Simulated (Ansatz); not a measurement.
Stationary points along a deformation path in MgPb$_{2}$N$_{2}$

These are results of DFT PBEsol, scalar-relativistic, plane waves, PAW (Ansatz), not measurements. Cutoff 420 eV, Γ-centred 12×12×4 k-points, Gaussian smearing of 0.05 eV. Spin–orbit coupling is left out, which matters for the heavy elements here. No spin polarisation. Energies are free energies at this smearing, counted from the undisturbed cell; pressure is positive in compression.

The undisturbed cell (as given, not relaxed at this level; it stands at -3.4 GPa, and it needn't be the usual structure):

```xyz
5
Lattice="3.3917 0.0000 0.0000 -1.6959 2.9373 0.0000 0.0000 0.0000 9.2350" Properties=species:S:1:pos:R:3 pbc="T T T"
Mg    0.0000    0.0000    0.0000
Pb    1.6959    0.9791    2.6463
Pb    0.0000    1.9582    6.5887
N     1.6959    0.9791    7.9589
N     0.0000    1.9582    1.2761
```

The cell holds layers and no dispersion correction was added, so their binding is poorly described.

At fixed volume and fractional coordinates, lengths along (0.000, 0.000, 1.000) are scaled against those across it; ρ is that ratio over its starting value. V = 18.401 Å³/atom. Δσ is the stress along the axis less the mean stress across it (compression positive).

```
    ρ  ΔE (meV/atom)  Δσ (GPa) space group
0.850          104.4     13.93        P-3m1
0.920           33.1      9.03        P-3m1
1.000            0.0      0.80        P-3m1
1.100           39.8    -12.30        P-3m1
1.200          169.5    -26.84        P-3m1
```

Question: How does the stress give the slope of the energy, and where is the energy stationary?

Answer: Along the path d ln(length) is 2/3 d ln ρ on the axis and −1/3 d ln ρ across it, so dE/d ln ρ = −(2/3) V Δσ: the energy falls with ρ where Δσ is positive. Δσ vanishes or changes sign between ρ = 1.000 and 1.100, a minimum (near 1.01 by linear interpolation). Pairs of stationary points between two samples would go unseen, and could change a minimum read from distant neighbours into a maximum.

Question: Integrate that slope from ρ = 1 to 0.850 by the trapezoid rule.

Answer: With V/N in Å³ and 1 eV/Å³ = 160.2 GPa the slopes at ρ = 1.000, 0.920, 0.850 are -61, -692, -1067 meV/atom per unit of ln ρ. The steps add 31.4 + 69.6 = 101.0 meV/atom, against 104.4 from the energies; the trapezoid rule misses the curvature of the slope within each step.

Forces appear on the atoms along this scan, and letting them relax would lower the energy and soften the response. The gap closes along the scan, which can put kinks into the curve.